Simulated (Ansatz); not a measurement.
# Al₂Si, a known structure type with other elements, at an estimated volume

```
Si Al
1.0
     3.16360    0.00000    0.00000
    -1.58180    2.73976    0.00000
     0.00000    0.00000    4.83028
Si Al
1 2
Direct
  0.00000 0.00000 0.00000
  0.66670 0.33330 0.26390
  0.33330 0.66670 0.73610
```

Level: PBE, no spin polarisation; 420 eV; 12×12×7 Γ-centred mesh; fermi-dirac occupations (width 0.1 eV); Ansatz 0.2.0, fixed geometry.

- At the Fermi level: It is a metal, with about 1.1 states/eV a cell as the mean within 0.25 eV of the Fermi level, mostly Al p (47 %), Si p (27 %) and Al s (17 %).
- Formation energy: 1.06 eV an atom against the elements' usual phases (free molecules for gases, crystals otherwise, with no correction for O₂ or N₂), so at this geometry it isn't bound against them. Relaxing would lower it.
- Stress: The pressure is 49.0 GPa (compression positive), so with the atoms held at these fractions the cell would first expand; the forces are large, so a full relaxation may end otherwise. The principal stresses 43.9, 51.5, 51.5 GPa differ, so its shape would change too.
- Charges: Bader charges in e: Al +1.33, Si -2.66. In the mean Al gives up most and Si takes most.

Origin: a known structure type with other elements, at an estimated volume, so it need not be a known compound. Caveats: atoms or cell far from equilibrium.
